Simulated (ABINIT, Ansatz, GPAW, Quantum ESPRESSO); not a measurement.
## MgSn2N2: programs and potentials compared

```
CELL_PARAMETERS angstrom
3.36055 0.00000 0.00000
0.00000 3.36055 0.00000
0.00000 0.00000 8.18839
ATOMIC_POSITIONS crystal
Sn 0.99056 0.99028 0.30390
Sn 0.00937 0.99054 0.68735
Mg 0.49931 0.50341 0.00572
N 0.49885 0.98327 0.84892
N 0.99788 0.49279 0.15179
```

The cell comes from a database or a generator and needn't be the stable form of this composition.

Atoms were shifted at random by some hundredths of an Å from the given cell, which wasn't relaxed again for these runs.

Alike in all runs: task single point; functional PBE; k mesh 8 × 8 × 4; occupations fermi-dirac, width 0.05 eV; no spin polarisation; no spin-orbit coupling. A missing gap at this level doesn't show that the real crystal is a metal. Pressure is positive in compression and, in plane waves, holds the error of the finite cutoff, which Ansatz's Pulay term estimates and takes out.

| program and potentials | plane-wave cutoff (eV) | notes | band gap (eV) | pressure (GPa) | largest force (eV/Å) | energy over the undisturbed cell (meV/atom) |
| --- | --- | --- | --- | --- | --- | --- |
| Ansatz, Ansatz PAW | 420 | 9.6 valence electrons an atom on average; Pulay term of +0.24 GPa included | no gap | 0.10 | 0.754 | 10.84 |
| ABINIT, JTH PAW PBE v2.0 | 707 | 9.6 valence electrons an atom on average | no gap | -0.19 | 0.751 | 10.68 |
| GPAW, GPAW PAW data sets (gpaw-data 1.2.1) | 800 | 9.6 valence electrons an atom on average | no gap | -0.51 | 0.759 | - |
| Quantum ESPRESSO, SSSP 1.3 efficiency PBE | 816 | 8 valence electrons an atom on average | ? | ? | ? | ? |

Estimate from the other rows what the run with Quantum ESPRESSO, SSSP 1.3 efficiency PBE gave.

No band gap; pressure 0.11 GPa; largest force 0.759 eV/Å; energy over the undisturbed cell 10.73 meV/atom. The other rows, which needn't bracket it: pressure -0.51 to 0.10; largest force 0.751 to 0.759; energy over the undisturbed cell 10.68 to 10.84.
